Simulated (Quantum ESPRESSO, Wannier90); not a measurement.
## Wannierisation of W (bcc (W type))

Cell from Materials Project (mp-91), symmetrised, no further relaxation. This is the element's usual structure. Level: PBEsol, spinors with spin-orbit coupling; pw.x of Quantum ESPRESSO at 60 Ry with PseudoDojo potentials, 10×10×10 k-points, Wannier90. Density: 18×18×18 mesh, cold smearing 0.01 Ry.

The plane-wave run has 42 bands and 14 electrons a cell. On the energy scale of pw.x, whose zero is arbitrary, the Fermi level lies at 22.22 eV.

Input w.win, without the blocks of cell, atoms and k-points (1000 lines):

```
num_bands = 34
num_wann = 18
exclude_bands = 1-8
spinors = true
num_iter = 1000
conv_tol = 1.0e-6
conv_window = 4
dis_num_iter = 1000
dis_conv_tol = 1.0e-6
dis_froz_max = 23.72
dis_win_max = 41.91
write_hr = true
write_u_matrices = true
begin projections
f=-0.00181,0.00764,0.01821: s;p;d
end projections
mp_grid = 10 10 10
```

wannier90.x stops with:
```
dis_windows: Energy window contains fewer states than number of target WFs
```
At some k-point the outer window holds fewer bands than num_wann, so no subspace of that size can be extracted. Mended as below, all else unchanged, the run goes through (Ω_I = 18.0 Å²) and follows the plane-wave bands to 3.5 meV rms (states up to 1.0 eV relative to the Fermi level).
Remove the line dis_win_max = 41.91.
